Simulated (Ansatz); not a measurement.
Input:

BaSi2:
```
BaSi2
1.0
    1.88369   -11.02363     0.00000
    1.88369    11.02363     0.00000
    0.00000     0.00000     3.83329
Si Ba
4 2
Direct
  0.97053   0.02947   0.75000
  0.02947   0.97053   0.25000
  0.24998   0.75002   0.75000
  0.75002   0.24998   0.25000
  0.61690   0.38310   0.75000
  0.38310   0.61690   0.25000
```

This is the PBE-relaxed structure.

### Question
All from plane-wave PAW PBE (Ansatz code), unless another level is named. Estimate the electronic character.

### Answer
metallic (no gap).

### Question
Give the density of states at the Fermi level.

### Answer
0.64 states/eV per atom (mean over ±0.08 eV).

### Question
Give the formation energy from the elements (no fitted shifts).

### Answer
-0.081 eV/atom.

Space group Cmcm. A made-up cell: these elements were put on the sites of a structure type; neither database checked (COD, Materials Project) lists it. COD files the formula under space group No. 62, 191, so this cell is another polymorph or a model. Whether it is the stable phase at ambient conditions was not checked. The PBE relaxation kept the symmetry of its start; its stability against distortions is not shown here. The references are the lowest solids computed at this level, not always the standard phases. Scalar-relativistic: spin–orbit coupling is off unless named, which matters more the heavier the elements.

Potentials: the later of the program's two PAW sets.
